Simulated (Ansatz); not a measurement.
A: Te (trigonal-Te type, space group P3_121), a = 4.521 Å, b = 4.521 Å, c = 5.955 Å, α = 90.00°, β = 90.00°, γ = 120.00°
B: SiC (6H type, space group P6_3mc), a = 3.095 Å, b = 3.095 Å, c = 15.186 Å, α = 90.00°, β = 90.00°, γ = 120.00°
C: GaCuSe2 (chalcopyrite), a = 5.672 Å, b = 5.672 Å, c = 11.263 Å, α = 90.00°, β = 90.00°, γ = 90.00°

Scan: energy against volume (even scaling of the relaxed cell, symmetry kept). All come from one method, each on a k mesh of its own. All were relaxed with their symmetry unable to fall. At this level the bands of GaCuSe2 touch or barely overlap; measurements give the solid a gap. GaCuSe2 is run without spin polarisation. Spin-orbit coupling is left out. The PAW data are Ansatz's earlier set.

### Question
Put the candidates in order of bulk modulus at fixed cell shape (fitted), highest first, for PBE (plane waves to 420 eV, PAW, scalar-relativistic; Ansatz, a first-principles code).

### Answer
B (213 GPa), C (60.1 GPa), A (23.2 GPa)

(Under strain, the slope of the energy per volume gives the stress and its curvature an elastic modulus.)
